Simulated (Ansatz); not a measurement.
A relaxation computed with Ansatz, from input to last step.

```yaml
crystal:
  lattice:
    - [-4.3479181667, -3.916281285, -0.1082686766]
    - [0.114546945, 3.9100030166, 4.3292816493]
    - [-4.4312373265, 3.8913317682, -4.4251573459]
  atoms:
    - { symbol: Mg, position: [0.3270012708, 0.1603638494, 0.6712605004] }
    - { symbol: Mg, position: [0.1565303928, 0.3606264944, 0.3703438627] }
    - { symbol: Mg, position: [0.0037082929, 0.4774791976, 0.9795278007] }
    - { symbol: Si, position: [0.8033471676, 0.0988543309, 0.6852869206] }
    - { symbol: Ca, position: [0.8567158364, 0.6191895378, 0.6472864938] }
    - { symbol: Ti, position: [0.4976148148, 0.008191462, 0.9850749689] }
    - { symbol: Ti, position: [0.5061052619, 0.5373961228, 0.042548234] }
    - { symbol: Ti, position: [0.6555157529, 0.8768752904, 0.3540053955] }
    - { symbol: Ti, position: [0.1801170506, 0.8569586475, 0.2772627132] }
    - { symbol: Ga, position: [0.9927922217, 0.9949086785, 0.0199247239] }
    - { symbol: Ga, position: [0.6441839715, 0.3435796098, 0.2943789375] }
    - { symbol: Ga, position: [0.3841308924, 0.6809833336, 0.6822786467] }
  symmetry: { detect: false }
basis:
  ecutwfc: 500
kpoints:
  mp_grid: { grid: [4, 4, 3] }
hamiltonian:
  xc: r2scan
scf:
  occupations: { method: gaussian, width: 0.1 }
  lower_state_search: "off"
output:
  forces: true
  stress: true
  eigenvalues: true
relax:
  adjacent_minimum: "off"
  f_tol: 0.04
  max_steps: 25
  cell: { stress_tol: 0.3 }
```

```bash
ansatz run input.yaml --threads 4 --pin off --max-ram 9216MiB --backend cpu --events-out ev --progress --plain --runs-dir out
```

The calculation used DFT r2SCAN, scalar-relativistic, plane waves, PAW (Ansatz).

Of 4 frames 3 are shown, positions in Å and forces in eV/Å; the SCF threshold varies from step to step. Steps run on the plane waves of an earlier cell, with a Pulay correction in the pressure. The basis is chosen afresh for the last frame, the zero of the energies, and at times for earlier ones too; energy and pressure can step there, also at an unchanged geometry. Where two frames share a geometry here, they differ by under 2 meV/atom and 0.3 GPa.

```xyz
12
Lattice="-4.3479 -3.9163 -0.1083 0.1145 3.9100 4.3293 -4.4312 3.8913 -4.4252" Properties=species:S:1:pos:R:3:forces:R:3 pbc="T T T" step=1 free_energy_over_end_meV_per_atom=0.92 pressure_GPa=-0.02
Mg   -4.3779    1.9585   -2.3116   -0.0283    0.0035   -0.0181
Mg   -2.2804    2.2382   -0.0945    0.0409   -0.0348    0.0079
Mg   -4.3019    5.6641   -2.2678   -0.0483    0.0328   -0.0419
Si   -6.5182   -0.0929   -2.6915    0.0622   -0.0073   -0.0949
Ca   -6.5223    1.5847   -0.2765    0.0005    0.0382    0.0279
Ti   -6.5278    1.9165   -4.3775    0.1029   -0.0827    0.0521
Ti   -2.3275    0.2847    2.0835   -0.0060   -0.0735   -0.0029
Ti   -4.3184    2.2390    2.1587    0.0579   -0.0023   -0.0704
Ti   -1.9136    3.7242    2.4636   -0.0304    0.0986    0.0394
Ga   -4.2909    0.0796    4.1116   -0.0408   -0.0022    0.0057
Ga   -4.0660   -0.0339    0.1150    0.0017    0.0208    0.0126
Ga   -4.6155    3.8133   -0.1126   -0.1124    0.0090    0.0827
12
Lattice="-4.3373 -3.9159 -0.1231 0.1213 3.9187 4.3126 -4.4589 3.9169 -4.4295" Properties=species:S:1:pos:R:3:forces:R:3 pbc="T T T" step=2 free_energy_over_end_meV_per_atom=0.35 pressure_GPa=0.02
Mg   -4.4009    1.9778   -2.3242    0.0106   -0.0011    0.0282
Mg   -2.2719    2.2468   -0.0993    0.0317    0.0565    0.0025
Mg   -4.3457    5.7038   -2.2894    0.0016   -0.0003    0.0103
Si   -6.5253   -0.0804   -2.7095    0.0117    0.0257    0.0191
Ca   -6.5335    1.6152   -0.2969   -0.0091   -0.0855   -0.0405
Ti   -6.5297    1.9318   -4.3864   -0.0999   -0.0247    0.0490
Ti   -2.3234    0.2602    2.0670    0.0470    0.0522   -0.0695
Ti   -4.2951    2.2559    2.1095   -0.0417   -0.0264    0.0531
Ti   -1.9185    3.7678    2.4617    0.0575   -0.0381   -0.0328
Ga   -4.2867    0.0958    4.0875    0.0058   -0.0087   -0.0015
Ga   -4.0639   -0.0252    0.0999   -0.0106    0.0341   -0.0264
Ga   -4.6276    3.8352   -0.1356   -0.0046    0.0164    0.0085
12
Lattice="-4.3402 -3.9173 -0.1201 0.1161 3.9227 4.3123 -4.4558 3.9148 -4.4185" Properties=species:S:1:pos:R:3:forces:R:3 pbc="T T T" step=4 free_energy_over_end_meV_per_atom=0.00 pressure_GPa=-0.02
Mg   -4.4001    1.9751   -2.3111    0.0093    0.0025    0.0111
Mg   -2.2693    2.2570   -0.0956    0.0065    0.0141   -0.0074
Mg   -4.3442    5.7059   -2.2781    0.0049    0.0121    0.0075
Si   -6.5270   -0.0850   -2.6975    0.0021   -0.0088   -0.0147
Ca   -6.5398    1.6045   -0.2898   -0.0107    0.0039   -0.0082
Ti   -6.5391    1.9270   -4.3694   -0.0227   -0.0099   -0.0015
Ti   -2.3209    0.2698    2.0598    0.0143   -0.0127   -0.0102
Ti   -4.3032    2.2536    2.1211    0.0024   -0.0100    0.0030
Ti   -1.9177    3.7664    2.4630    0.0011   -0.0071    0.0186
Ga   -4.2899    0.0932    4.0903    0.0010    0.0002    0.0050
Ga   -4.0651   -0.0164    0.0982    0.0060    0.0161   -0.0082
Ga   -4.6364    3.8360   -0.1236   -0.0143   -0.0004    0.0050
```

It took 2.5 min on 4 threads of Arm Neoverse V2 (shared host), peak memory 1.3 GiB.

The k mesh is coarse.